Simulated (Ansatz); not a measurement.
Mg2H6Os:
```cif
data_H6Mg2Os
_chemical_formula_sum 'Mg2 H6 Os1'
_space_group_name_H-M_alt 'P 1'
_space_group_IT_number 1
_cell_length_a 4.69783
_cell_length_b 4.69783
_cell_length_c 4.69783
_cell_angle_alpha 60.000
_cell_angle_beta 60.000
_cell_angle_gamma 60.000
loop_
_space_group_symop_operation_xyz
  'x, y, z'
loop_
_atom_site_label
_atom_site_type_symbol
_atom_site_fract_x
_atom_site_fract_y
_atom_site_fract_z
_atom_site_occupancy
Mg1 Mg 0.75000 0.75000 0.75000 1
Mg2 Mg 0.25000 0.25000 0.25000 1
H1 H 0.74661 0.74661 0.25339 1
H2 H 0.25339 0.25339 0.74661 1
H3 H 0.25339 0.74661 0.74661 1
H4 H 0.74661 0.25339 0.25339 1
H5 H 0.74661 0.25339 0.74661 1
H6 H 0.25339 0.74661 0.25339 1
Os1 Os 0.00000 0.00000 0.00000 1
```

Relaxed with r²SCAN.

Question: Give the optical modes at the zone centre with their infrared and Raman activity from DFPT, the program Ansatz at the r²SCAN level (PAW).

Answer: Transverse frequencies, without the LO–TO term; a row sums one degenerate level.

```
ω (cm⁻¹)  degeneracy  IR ((D/Å)²/amu)  Raman (Å⁴/amu)  activity  symmetry
--------  ----------  ---------------  --------------  --------  --------
115i               3             0.00               0    silent       T1g
171                3            34.41               0        IR       T1u
217                3             0.00             6.5     Raman       T2g
763                3             0.00               0    silent       T2u
816                3             0.00             400     Raman       T2g
844                3            10.09               0        IR       T1u
1889               3            67.37               0        IR       T1u
2089               2             0.00             110     Raman        Eg
2150               1             0.00            3300     Raman       A1g
```

Question: How high does the top mode go among those that the LO–TO term moves?

Answer: 1927 cm⁻¹ for q along x.

Space group Fm-3m. The workflow started from a Materials Project entry (that database holds measured and hypothetical structures alike); the Crystallography Open Database copy checked does not list it. Whether it is the stable phase at ambient conditions was not checked. The cell was relaxed with r²SCAN under the symmetry of its start. At this level the phase is dynamically unstable (imaginary phonons). The run is not spin-polarised. Spin–orbit coupling is left out wherever it is not named.

Potentials: the later of the program's two PAW sets.
